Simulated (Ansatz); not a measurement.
Be$_{2}$C:
```
Be2C
1.0
    0.00000     2.15536     2.15536
    2.15536     0.00000     2.15536
    2.15536     2.15536     0.00000
Be C
2 1
Direct
  0.25000   0.25000   0.25000
  0.75000   0.75000   0.75000
  0.00000   0.00000   0.00000
```

Tensor components refer to the Cartesian frame of this cell.

Problem. Give the high-frequency dielectric tensor and the Born effective charge tensors of the independent atoms from DFPT, PBEsol (plane waves, PAW; program Ansatz).

Solution. 
ε∞:
```
6.98  0.00  0.00
0.00  6.98  0.00
0.00  0.00  6.98
```
Z* of atom 1 (Be), rows: field, columns: displacement, in e:
```
1.53  0.00  0.00
0.00  1.53  0.00
0.00  0.00  1.53
```
Z* of atom 3 (C), rows: field, columns: displacement, in e:
```
-3.06   0.00   0.00
 0.00  -3.06   0.00
 0.00   0.00  -3.06
```

Space group Fm-3m (fluorite or antifluorite type). The PBEsol relaxation kept the symmetry of its start.

Potentials: the later of the program's two PAW sets.
